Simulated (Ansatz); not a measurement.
HfC: all-electron results

```
Hf C
1.0
     0.00000    2.32500    2.32500
     2.32500    0.00000    2.32500
     2.32500    2.32500    0.00000
Hf C
1 1
Direct
  0.50000 0.50000 0.50000
  0.00000 0.00000 0.00000
```

Atoms are numbered in the order listed.

The conventional cell has a = 4.650 Å, b = 4.650 Å, c = 4.650 Å, α = 90.00°, β = 90.00°, γ = 90.00°. Hf (atom 1) is surrounded by 6 C at 2.33 Å. Around C (atom 2) lie 6 Hf at 2.33 Å.

The cell comes from COD entry 1539502, which wasn't checked; take it as a given geometry.

Spin–orbit coupling is left out, though it moves levels of the heavy atoms by tenths of an eV or more.

Methods: DFT, PBEsol, all-electron LAPW, scalar-relativistic (Ansatz 0.2.0); DFT, PBEsol, PAW with Ansatz's default frozen-core files, scalar-relativistic (Ansatz 0.2.0).

For LAPW: a Γ-centred 15×15×15 k mesh, Fermi–Dirac smearing of 0.05 eV, basis error target 1 meV/atom, no spin polarisation. PAW takes a cutoff of 420 eV at this cell (files made with PBE, cores remade for this functional). The Ansatz runs share mesh, smearing and spin set-up. Values come from LAPW unless marked.

| Property | Result |
| --- | --- |
| Pressure at this cell | -6.51 GPa |
| Band gap | none: bands cross the Fermi level, a metal |
| Density of states at the Fermi level (0.2 eV bin) | 0.24 states/eV per cell |
| Löwdin charges (with 0.04 e of the cell spilling out of the atomic basis, so their sizes and signs hang on that basis) | Hf1 0.72, C2 -0.68 e |
| Bader charges (from the PAW run) | Hf1 +1.92, C2 -1.92 e |
| Volume per atom | 12.57 Å³ |
